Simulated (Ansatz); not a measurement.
An Ansatz (a quantum-chemistry and plane-wave program) input:

Ansatz 0.2 input:
```yaml
crystal:
  lattice:
    - [1.9723416017, -7.2054463266, 0.0]
    - [1.9723416017, 7.2054463266, 0.0]
    - [0.0, 0.0, 5.6126097388]
  atoms:
    - { symbol: Sr, position: [0.342036095, 0.657963905, 0.0417725356] }
    - { symbol: Sr, position: [0.657963905, 0.342036095, 0.5417725356] }
    - { symbol: Mg, position: [0.9155801225, 0.0844198775, 0.5952248394] }
    - { symbol: Mg, position: [0.0844198775, 0.9155801225, 0.0952248394] }
    - { symbol: F, position: [0.8382314716, 0.1617685284, 0.3103936676] }
    - { symbol: F, position: [0.1617685284, 0.8382314716, 0.8103936676] }
    - { symbol: F, position: [0.0342841883, 0.9657158117, 0.4312606833] }
    - { symbol: F, position: [0.9657158117, 0.0342841883, 0.9312606833] }
    - { symbol: F, position: [0.7982982932, 0.2017017068, 0.7878220027] }
    - { symbol: F, position: [0.2017017068, 0.7982982932, 0.2878220027] }
    - { symbol: F, position: [0.4155346868, 0.5844653132, 0.6165162713] }
    - { symbol: F, position: [0.5844653132, 0.4155346868, 0.1165162713] }
kpoints:
  mp_grid: { grid: [4, 4, 3] }
hamiltonian:
  xc: hse06
  pseudopotentials: { azcp: { folder: ./paw }, kind: paw }
scf:
  n_extra_bands: 12
  occupations: { method: fixed }
output:
  eigenvalues: true
  eigenstates:
    e_range: [-9.0, 19.6]
    kpoints:
      - [0.0, -0.5, 0.25]  # VBM
      - [0.0, 0.0, 0.0]  # CBM
```

How many symmetry operations and irreducible k-points will the run report?

4 operations, 14 of 48 k-points.

With a cutoff of 420 eV, how many plane waves at Γ?

3153.

It took around 4 core-minutes (rough) on shared server cores.

The points marked VBM and CBM come from a semilocal run.

Space group Cmc2_1. The workflow started from a Materials Project entry (that database holds measured and hypothetical structures alike); the Crystallography Open Database files this formula in space group No. 36, but the cells were not matched. Its standing as an ambient phase is unchecked. Symmetry was held in the r²SCAN relaxation; whether a distortion lowers the energy is not shown.

Potentials: the earlier of the program's two PAW sets. The files were generated under PBE; for other functionals the program regenerates the frozen cores, and for LDA and PBEsol the local potential too.

Ansatz is a plane-wave DFT program.
